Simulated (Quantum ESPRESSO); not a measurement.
# Ti4IrRuOs2: one composition in several site orders

A calculation, not a measurement. The program is pw.x of Quantum ESPRESSO 7.5 (plane-wave density functional theory). The cell is made up: eight metal atoms on a hexagonal close-packed lattice, with elements, volume, strain and displacements drawn at random and not relaxed, so it may be unstable or far from any real phase. PseudoDojo standard norm-conserving files set the functional (PBE unless stated); there is no spin polarisation or spin-orbit coupling, the Fermi-Dirac width of 0.25 eV means electrons at about 2900 K, and the masses in the input are unused placeholders. Heavy elements are run without spin-orbit coupling, which real alloys of them have. A spin test at this wide smearing found no moment, but such smearing suppresses magnetism that the real alloy may have.

The runs put one composition on the sites in different orders. Cell, positions, cutoff, mesh and smearing stay as in the input of run 1; sites are counted in its order. Stress in the tables is positive in tension.

Input of run 1:

```
&control calculation='scf', pseudo_dir='./dojo.nc.sr.pbe.v0_5.standard.upf', outdir='./o', disk_io='minimal', tprnfor=.true., tstress=.true. /
&system ibrav=0, nat=8, ntyp=4, nbnd=75, ecutwfc=84.00895049, nosym=.true., tot_charge=0,
 occupations='smearing', smearing='fd', degauss=0.0183746611
/
&electrons conv_thr=1.470e-08, electron_maxstep=70, mixing_beta=0.5 /
ATOMIC_SPECIES
Ir 1.0 Ir.upf
Os 1.0 Os.upf
Ru 1.0 Ru.upf
Ti 1.0 Ti.upf
CELL_PARAMETERS angstrom
2.7833 0.0434 -0.0107
1.3707 -2.3733 -4.3877
1.521 7.2056 -4.3871
ATOMIC_POSITIONS angstrom
Ti 0.0162 -0.1219 0.0458
Ir 1.556 2.4389 -4.51
Ru 1.3792 -0.7897 -2.046
Os 2.835 1.6779 -6.5015
Ti 2.8444 4.7431 -4.4963
Ti 2.7849 0.0478 -4.3815
Ti 2.9834 1.7196 -2.2809
Os 4.1525 4.0665 -6.6406
K_POINTS automatic
9 5 3 1 1 1
```

| run | elements on sites 1 to 8 | free energy less that of run 1 (eV) | -TS (eV) | pressure (GPa) | stress xx (GPa) | stress yy (GPa) | stress zz (GPa) | stress yz (GPa) | stress xz (GPa) | stress xy (GPa) | iterations |
| --- | --- | --- | --- | --- | --- | --- | --- | --- | --- | --- | --- |
| 1 | Ti Ir Ru Os Ti Ti Ti Os | 0.000 | -1.765 | 13.82 | -15.35 | -11.16 | -14.95 | -1.99 | 1.43 | 1.81 | 26 |
| 2 | Os Os Ru Ti Ti Ti Ti Ir | 0.321 | -1.853 | 14.13 | -15.61 | -5.90 | -20.88 | 2.24 | -1.58 | 1.55 | 20 |
| 3 | Ti Os Ti Ru Ir Ti Ti Os | 1.382 | -1.847 | 15.42 | -14.28 | -12.78 | -19.21 | -0.93 | 1.77 | 0.79 | 22 |
| 4 | Ti Ti Ru Os Ir Os Ti Ti | -0.005 | -1.823 | 11.21 | -14.84 | -2.04 | -16.74 | 5.17 | -0.89 | 1.28 | 22 |
| 5 | Ti Ti Os Os Ti Ti Ir Ru | 0.310 | -1.903 | 11.42 | -15.61 | -14.14 | -4.50 | -0.51 | -0.19 | 2.51 | 22 |
| 6 | Os Ir Ti Ti Ti Ti Ru Os | -0.298 | -1.882 | 13.35 | -15.72 | -3.54 | -20.80 | 4.68 | -1.14 | 1.42 | 25 |

Forces Fx Fy Fz (eV/Å):

```
site             run 1              run 2             run 3              run 4             run 5             run 6
   1  -0.55 0.78 -0.02   -0.97 2.15 -0.55   -0.60 0.34 0.71   -0.63 0.77 -1.09   -0.38 0.84 0.22  -0.74 1.77 -0.01
   2   -1.04 0.10 2.27   -0.52 -0.69 2.02  -0.71 -0.28 1.34   -0.09 -0.50 0.61  -0.30 -0.32 1.11  -0.63 -0.10 2.09
   3  -0.06 0.54 -0.63   -0.19 0.13 -1.05  0.44 -0.22 -1.27    0.18 0.59 -2.06   0.13 0.49 -1.01   0.09 0.95 -0.81
   4  0.77 -0.75 -1.89    0.46 1.02 -0.95  0.63 -0.39 -1.52  -0.01 -0.80 -2.13  0.32 -0.29 -1.18   0.39 0.04 -1.06
   5  -0.03 -0.95 0.89     0.08 0.13 0.16   -0.17 0.54 1.35     0.13 0.06 2.17   -0.05 0.12 0.92  -0.04 -0.35 0.78
   6    0.11 0.05 0.57   -0.03 -1.19 1.07  -0.14 0.12 -0.03   -0.03 -0.13 1.05   0.18 -0.62 0.34  0.01 -0.98 -0.03
   7  -0.08 0.09 -0.42  -0.09 -1.09 -0.21  -0.10 0.55 -0.22    0.00 -0.40 1.10  -0.63 -0.35 0.19  -0.18 -0.94 0.04
   8   0.88 0.14 -0.77   1.26 -0.45 -0.49  0.65 -0.66 -0.35     0.45 0.40 0.35   0.72 0.14 -0.58  1.09 -0.39 -1.01
```

The sites are displaced and not relaxed, so the energy differences hold strain from misfit and are not ordering energies. A rerun of one cell of this series at a higher cutoff and on a denser mesh moved values by no more than 0.005 eV in energy, 0.04 GPa in stress and 0.006 eV/Å in force, and a second program with other atomic files agreed on that cell to 2 % rms in force and 0.5 GPa in pressure.